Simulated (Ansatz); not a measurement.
Sc:
```cif
data_Sc2
_chemical_formula_sum 'Sc2'
_space_group_name_H-M_alt 'P 1'
_space_group_IT_number 1
_cell_length_a 4.42501
_cell_length_b 4.42501
_cell_length_c 4.42501
_cell_angle_alpha 60.000
_cell_angle_beta 60.000
_cell_angle_gamma 60.000
loop_
_space_group_symop_operation_xyz
  'x, y, z'
loop_
_atom_site_label
_atom_site_type_symbol
_atom_site_fract_x
_atom_site_fract_y
_atom_site_fract_z
_atom_site_occupancy
Sc1 Sc 0.00000 0.00000 0.00000 1
Sc2 Sc 0.25000 0.25000 0.25000 1
```

Relaxed with PBEsol.

**Question.** Which orbitals make up the states near the Fermi level in DFT-PBEsol in the program Ansatz with PAW potentials?

**Answer.** Within 0.5 eV of the Fermi level: Sc 3d 88 %, Sc 4s 10 %. Projections are on Löwdin-orthogonalised atomic valence shells; empty p or d shells of many metals are not among them.

**Question.** Tabulate the density of states.

**Answer.** States/eV per cell of 2 atoms, in 0.25 eV bins, energy from the Fermi level.

| E (eV) | total | Sc 3d | Sc 4s | Sc 3p |
|---|---|---|---|---|
| -4.35 | 0.00 | 0.00 | 0.00 | 0.00 |
| -4.10 | 0.10 | 0.00 | 0.09 | 0.00 |
| -3.85 | 0.20 | 0.00 | 0.19 | 0.00 |
| -3.60 | 0.28 | 0.00 | 0.26 | 0.00 |
| -3.35 | 0.34 | 0.01 | 0.32 | 0.00 |
| -3.10 | 0.41 | 0.01 | 0.38 | 0.00 |
| -2.85 | 0.47 | 0.03 | 0.43 | 0.01 |
| -2.60 | 0.55 | 0.05 | 0.48 | 0.01 |
| -2.35 | 0.63 | 0.08 | 0.53 | 0.01 |
| -2.10 | 0.74 | 0.13 | 0.58 | 0.01 |
| -1.85 | 0.94 | 0.24 | 0.66 | 0.01 |
| -1.60 | 1.09 | 0.40 | 0.64 | 0.01 |
| -1.35 | 1.49 | 0.90 | 0.50 | 0.01 |
| -1.10 | 3.47 | 2.91 | 0.41 | 0.02 |
| -0.85 | 2.51 | 2.16 | 0.27 | 0.01 |
| -0.60 | 1.69 | 1.52 | 0.13 | 0.01 |
| -0.35 | 5.11 | 4.10 | 0.90 | 0.02 |
| -0.10 | 4.37 | 4.01 | 0.28 | 0.01 |
| 0.15 | 4.23 | 3.79 | 0.37 | 0.01 |
| 0.40 | 10.70 | 9.52 | 0.99 | 0.06 |
| 0.65 | 6.40 | 5.74 | 0.40 | 0.04 |
| 0.90 | 6.25 | 5.51 | 0.24 | 0.04 |
| 1.15 | 3.43 | 2.88 | 0.07 | 0.02 |
| 1.40 | 0.75 | 0.69 | 0.01 | 0.00 |
| 1.65 | 2.13 | 1.97 | 0.02 | 0.01 |
| 1.90 | 4.58 | 4.09 | 0.13 | 0.02 |
| 2.15 | 2.67 | 2.29 | 0.11 | 0.01 |
| 2.40 | 4.12 | 3.36 | 0.32 | 0.01 |
| 2.65 | 1.40 | 0.91 | 0.19 | 0.00 |
| 2.90 | 1.61 | 1.16 | 0.12 | 0.00 |
| 3.15 | 2.63 | 2.08 | 0.17 | 0.00 |
| 3.40 | 3.37 | 2.79 | 0.25 | 0.01 |

Space group Fd-3m (diamond). The start of the workflow was typed in or built on a structure type; neither database checked (COD, Materials Project) lists it. It is not the phase usual at ambient conditions (space group No. 194). Symmetry was held in the PBEsol relaxation; of distortions, only those at the zone centre were tested. No spin polarisation was allowed. The volume moved by -23 % from the start of the relaxation.

Potentials: the later of the program's two PAW sets.
